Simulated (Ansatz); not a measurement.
N (atom) over the lowest of the grid places tried on the rigid (111) face of LaMg$_{2}$, space group Fd-3m (No. 227) (last atom):

```
CELL_PARAMETERS angstrom
6.13907 0.00000 0.00000
-3.06953 5.31659 0.00000
0.00000 0.00000 27.14536
ATOMIC_POSITIONS crystal
Mg 0.83333 0.16667 0.31313
Mg 0.83333 0.66667 0.31313
Mg 0.33333 0.16667 0.31313
La 0.33333 0.66667 0.38237
Mg 0.66667 0.33333 0.40546
La 0.00000 0.00000 0.42854
Mg 0.49924 0.50076 0.49873
Mg 0.49924 0.99848 0.49873
Mg 0.00152 0.50076 0.49873
La 0.00000 0.00000 0.56753
Mg 0.33333 0.66667 0.59454
La 0.66667 0.33333 0.60517
N 0.66667 0.83333 0.61397
```

Computed with DFT PBEsol, scalar-relativistic, plane waves, PAW (Ansatz 0.2.0). Plane waves to 420 eV, a k mesh through Γ of 6×6×1 on the computed 13-atom cell and Gaussian smearing (0.10 eV); no spin polarisation. A dipole correction removes the field between periodic images along c.

Problem. How do the energy and the force along the normal change as the adatom is moved up or down?

Solution. 
| height over the highest slab atom (Å) | E − E_min (eV) | F_z (eV/Å) |
| --- | --- | --- |
| -0.31 | 0.569 | 1.55 |
| -0.06 | 0.204 | 1.25 |
| 0.24 | 0.000 | 0.00 |
| 0.54 | 0.243 | -1.62 |
| 0.94 | 1.237 | -3.18 |
| 1.44 | 3.010 | -3.68 |
| 2.24 | 5.700 | -2.82 |
| 3.24 | 7.728 | -1.25 |

The slab stays rigid and the adatom is held in the plane, where a sideways force can remain, so the lowest energy shown is no adsorption minimum.

The grid of places doesn't hold the threefold sites of this hexagonal cell, which may bind more strongly.

Without spin polarisation the far tail lies too high for an open-shell atom.

Spin-orbit coupling is left out, which matters for the bands of heavy elements. Spin polarisation was left out, and a magnetic state may lie lower.
